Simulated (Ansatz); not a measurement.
# Structures of BW: which is lowest?

Plane-wave DFT in Ansatz with scalar-relativistic PAW potentials, cutoff 500 eV, Γ-centred meshes chosen by cell and gap, Gaussian smearing with energies taken to zero width. Every cell was relaxed (cell and atoms) in a run of its own, within the symmetry of its start. Functional: r2SCAN.

Relaxed structures (starts from databases or built by putting these elements on another compound's sites):
A. Cmcm, 4 atoms in the computed cell, a = 3.162 Å, b = 8.457 Å, c = 3.095 Å; sites (symmetry × multiplicity) B m2m × 4, W m2m × 4; start: database
B. Fm-3m, 2 atoms in the computed cell, a = 4.452 Å; sites (symmetry × multiplicity) B m-3m × 4, W m-3m × 4; start: built
C. I4_1/amd, 8 atoms in the computed cell, a = 3.129 Å, c = 16.896 Å; sites (symmetry × multiplicity) B 2mm. × 8, W 2mm. × 8; start: database

Task: Rank them by energy. Could pressure change the order?

Result:
```tsv
structure	group	E − E(lowest) (meV/atom)	V (Å³/atom)	gap on mesh (eV)
C	I4_1/amd	0.0	10.34	0.00
A	Cmcm	15.7	10.34	0.00
B	Fm-3m	249	11.03	0.00
```

C is lowest, 16 meV/atom under A. The two lowest differ in volume by under 3 %, too little for a first-order estimate of what pressure does to that pair (other pairs aren't weighed here); with rigid cells even 3 % in favour of the higher one would need about 8 GPa. Other structures may lie lower than all of these, and vibrations aren't counted.

Spin-orbit coupling is left out, which matters for the bands of heavy elements.